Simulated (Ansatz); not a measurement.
Zn (diamond, Fd-3m) under volume change, r²SCAN (plane waves, PAW; program Ansatz), scaled uniformly.

```csv
V (Å³/atom),E − E(relaxed) (meV/atom),P (GPa)
20.989,24.3,4.13
21.681,10.1,2.49
22.373,2.4,1.12
23.065,0.0,0.00
23.757,2.0,-0.91
24.449,7.7,-1.67
25.141,16.3,-2.31
```

**Question.** What does a third-order Birch–Murnaghan fit give for V₀, B₀ and B′?

**Answer.** V₀ = 23.07 Å³/atom, B₀ = 33.8 GPa, B′ = 5.4.

The start of the workflow was typed in or built on a structure type; neither database checked (COD, Materials Project) lists it. It is not the phase usual at ambient conditions (space group No. 194). Symmetry was held in the r²SCAN relaxation. At this level the phase is mechanically unstable.

Potentials: the earlier of the program's two PAW sets.
